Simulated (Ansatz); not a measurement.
Al₂O₃:
```yaml
crystal:
  lattice:
    - [1.50783, 0.87055, 5.77443]
    - [-1.50783, 0.87055, 5.77443]
    - [0.00000, -1.74109, 5.77443]
  atoms:
    - { symbol: Al, position: [0.19294, 0.19294, 0.19294] }
    - { symbol: Al, position: [0.69329, 0.69329, 0.69329] }
    - { symbol: O, position: [0.02821, 0.02821, 0.02821] }
    - { symbol: O, position: [0.58212, 0.58212, 0.58212] }
    - { symbol: O, position: [0.80646, 0.80646, 0.80646] }
```

Relaxed with PBEsol. Independent-particle spectrum: no excitons, no local fields, no scissors shift; 0.1 eV broadening; ε₁ of the summed bands alone.

Question: Tabulate the dielectric function from PBEsol in the plane-wave PAW code Ansatz.

Answer: 

```
E (eV)  ε₁ xx  ε₂ xx  ε₁ zz  ε₂ zz
------  -----  -----  -----  -----
0.0      3.33   0.00   3.16   0.00
0.5      3.33   0.00   3.16   0.00
1.0      3.35   0.00   3.18   0.00
1.5      3.38   0.00   3.21   0.00
2.0      3.42   0.00   3.25   0.00
2.5      3.47   0.00   3.31   0.00
3.0      3.54   0.00   3.39   0.00
3.5      3.64   0.00   3.52   0.00
4.0      3.77   0.00   3.84   0.02
4.5      3.96   0.01   3.87   0.50
5.0      4.34   0.06   3.77   0.65
5.5      4.47   0.63   3.75   0.73
6.0      4.38   0.84   3.78   0.81
6.5      4.35   0.94   3.88   1.03
7.0      4.62   0.87   3.76   1.18
7.5      4.81   1.58   3.74   1.35
8.0      4.67   1.63   3.31   1.06
8.5      5.01   1.78   3.93   0.89
9.0      5.48   2.40   4.64   1.53
9.5      5.15   3.58   3.85   2.28
10.0     5.42   3.87   3.87   2.06
10.5     5.09   5.71   2.88   2.29
11.0     3.07   6.21   3.58   2.15
11.5     0.02   4.97   4.56   2.09
12.0     0.21   3.79   4.01   3.40
```

With all bands, ε∞ without local fields is 3.48 (xx = yy), 3.29 (zz). DFPT, with local fields, gives 3.35 (xx = yy), 3.22 (zz).

Space group R3m. The workflow started from a Materials Project entry (that database holds measured and hypothetical structures alike); the Crystallography Open Database copy checked does not list it. It is not the phase usual at ambient conditions (space group No. 167). The cell was relaxed with PBEsol under the symmetry of its start; its stability against distortions is not shown here.

Potentials: the later of the program's two PAW sets.
